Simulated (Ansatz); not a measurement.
The calculation used Ansatz 0.2.0, DFT PBE, scalar-relativistic, plane waves, PAW. Settings: cutoff 420 eV, Γ-centred meshes spaced at most about 0.3 Å⁻¹, and about 0.25 Å⁻¹ or finer for metals (2π included), Gaussian smearing. No spin polarisation in the final relaxations.

Temperature and zero-point effects are left out.

Two forms of KRb2 were relaxed alike.

A.

```
CELL_PARAMETERS angstrom
2.48228 1.43314 12.03721
-2.48228 1.43314 12.03721
0.00000 -2.86629 12.03721
ATOMIC_POSITIONS crystal
K 0.00000 0.00000 0.00000
Rb 0.22438 0.22438 0.22438
Rb 0.77562 0.77562 0.77562
```

B.

```
CELL_PARAMETERS angstrom
0.00000 5.31200 5.31200
5.31200 0.00000 5.31200
5.31200 5.31200 0.00000
ATOMIC_POSITIONS crystal
K 0.00000 0.00000 0.00000
Rb 0.75000 0.75000 0.75000
Rb 0.25000 0.25000 0.25000
```

**Question.** Which is lower in energy, and by how much?

**Answer.** A is lower, by 103 meV/atom. A has space group R-3m (No. 166), 85.6 Å³/atom and no gap on its mesh; B has the fluorite type, space group Fm-3m (No. 225), 99.9 Å³/atom and no gap. Counting all near atoms (those within 1.25 times the shortest distance at each site; a plus sign parts nearer from farther groups), A has K 12, Rb 12 and B has K 8, Rb 4+6. The denser one is the lower, and pressure would at first widen the difference. In A, K is surrounded by 6 Rb at 4.87 Å and 6 K at 4.96 Å; Rb has 3 K at 4.87 Å and 9 Rb at 4.96–5.06 Å. In B, K has 8 Rb at 4.60 Å; Rb is surrounded by 4 K at 4.60 Å and 6 Rb at 5.31 Å. Both come from invented guesses.

Cells relaxed within their symmetry can be saddle points.
